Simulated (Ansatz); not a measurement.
CdS:
```
CdS
1.0
    4.07342     0.00000     0.00000
   -2.03671     3.52769     0.00000
    0.00000     0.00000     6.63879
Cd S
2 2
Direct
  0.66667   0.33333   0.00060
  0.33333   0.66667   0.50060
  0.66667   0.33333   0.62460
  0.33333   0.66667   0.12460
```

x, y and z are the axes in which the lattice vectors are written.

### Question
Give the proper piezoelectric stress tensor with relaxed ions from LDA (plane waves, PAW; program Ansatz).

### Answer
In C/m², rows x, y, z, Voigt columns; mesh uncertainty up to 0.01.
```
 0.00   0.00   0.00   0.00   0.18   0.00
 0.00   0.00   0.00   0.18   0.00   0.00
 0.25   0.25  -0.44   0.00   0.00   0.00
```

The elastic tensor of the same run (GPa):

```json
[
 {"": "1", "1": "93.4", "2": "58.3", "3": "50.6", "4": "0.0", "5": "0.0", "6": "0.0"},
 {"": "2", "1": "58.3", "2": "93.4", "3": "50.6", "4": "0.0", "5": "0.0", "6": "0.0"},
 {"": "3", "1": "50.6", "2": "50.6", "3": "104", "4": "0.0", "5": "0.0", "6": "0.0"},
 {"": "4", "1": "0.0", "2": "0.0", "3": "0.0", "4": "15.8", "5": "0.0", "6": "0.0"},
 {"": "5", "1": "0.0", "2": "0.0", "3": "0.0", "4": "0.0", "5": "15.8", "6": "0.0"},
 {"": "6", "1": "0.0", "2": "0.0", "3": "0.0", "4": "0.0", "5": "0.0", "6": "17.6"}
]
```

### Question
Convert to strain constants d = e·S.

### Answer
In pC/N:
```
 0.0   0.0   0.0   0.0  11.7   0.0
 0.0   0.0   0.0  11.7   0.0   0.0
 4.5   4.5  -8.5   0.0   0.0   0.0
```

Space group P6_3mc (wurtzite). Symmetry was held in the LDA relaxation; phonons on a q-mesh show no instability.

Potentials: the later of the program's two PAW sets.
